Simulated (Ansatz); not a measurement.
Several occupations of a diamond lattice at one composition, 3 Si, 21 C. Sites, in fractions of the cell -3.861 -3.861 0.000; 0.000 3.861 3.861; -3.861 3.861 -3.861 Å:

| cell | sites |
| --- | --- |
| all | C (0.00 0.00 0.00), C (0.00 0.00 0.25), C (0.00 0.50 0.00), C (0.00 0.50 0.25), C (0.17 0.33 0.33), C (0.17 0.33 0.58), C (0.17 0.83 0.33), C (0.17 0.83 0.58), C (0.33 0.67 0.67), C (0.50 0.00 0.00), C (0.50 0.00 0.25), C (0.67 0.33 0.33), C (0.67 0.33 0.58), C (0.67 0.83 0.33), C (0.83 0.17 0.67), C (0.83 0.17 0.92), C (0.83 0.67 0.67), C (0.83 0.67 0.92) |
| 1 | C (0.33 0.17 0.92), C (0.50 0.50 0.25), C (0.67 0.83 0.58), Si (0.33 0.17 0.67), Si (0.33 0.67 0.92), Si (0.50 0.50 0.00) |
| 2 | C (0.33 0.17 0.67), C (0.33 0.17 0.92), C (0.50 0.50 0.00), Si (0.33 0.67 0.92), Si (0.50 0.50 0.25), Si (0.67 0.83 0.58) |
| 3 | C (0.33 0.67 0.92), C (0.50 0.50 0.25), C (0.67 0.83 0.58), Si (0.33 0.17 0.67), Si (0.33 0.17 0.92), Si (0.50 0.50 0.00) |

Each was relaxed without symmetry on coarser meshes and computed once more. Computed with Ansatz, DFT PBE, scalar-relativistic, plane waves, PAW.

Settings: cutoff 420 eV, Γ-centred mesh 5×5×4 on the computed 24-atom cell, Gaussian smearing of 0.02 eV; no spin polarisation.

Warren–Cowley parameters of the first shell of the sublattice with most elements (negative: unlike neighbours preferred):
```tsv
cell	C-Si
1	0.05
2	-0.14
3	0.24
```

Forces of up to 0.03 eV/Å remain on the final mesh.

Which occupation is lowest in energy, and by how much?

Cell 2.
```json
{"cell": "2", "E − E(lowest) (meV/atom)": "0.0", "V (Å³/atom)": "6.87", "gap on mesh (eV)": "2.64"}
{"cell": "1", "E − E(lowest) (meV/atom)": "125.4", "V (Å³/atom)": "6.91", "gap on mesh (eV)": "1.36"}
{"cell": "3", "E − E(lowest) (meV/atom)": "238.3", "V (Å³/atom)": "6.95", "gap on mesh (eV)": "1.17"}
```

An odd mesh misses points on the zone edge, so a gap read on it can be too wide.

Cost: 6 runs of about 4.5 core-minutes in all (earlier runs that led there not counted), on Intel Xeon 6975P-C (Granite Rapids) (shared hosts).